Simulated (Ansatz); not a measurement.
YAlSi in space group Cmcm (No. 63; Y on 4c, Al on 4a, Si on 4c), DFT-r²SCAN in the program Ansatz with PAW potentials, all energies at zero smearing, with the estimated change up to a 700 eV cutoff added, with one set of potentials and settings (totals compare only within such a set). Cell of 6 atoms (2 Y, 2 Al, 2 Si): -10082.469 eV.

```tsv
element	reference phase	E (eV/atom)
Y	P6_3/mmc, 2 atoms in the cell	-3859.7073
Al	Fm-3m, 1 atoms in the cell	-540.4083
Si	Fd-3m, 2 atoms in the cell	-639.0667
```

Formation energy per atom, worked out: (-10082.469 − 2×(-3859.7073) − 2×(-540.4083) − 2×(-639.0667))/6 = -0.684 eV/atom (-66 kJ per mol of atoms), at 0 K, without zero-point energy or fitted corrections.

The workflow started from a Materials Project entry (that database holds measured and hypothetical structures alike); the Crystallography Open Database files this formula in space group No. 63, but the cells were not matched. Its standing as an ambient phase is unchecked. Symmetry was held in the r²SCAN relaxation; its stability against distortions is not shown here. The run is not spin-polarised. The references are the lowest solids computed at this level, not always the standard phases.

Potentials: the later of the program's two PAW sets.
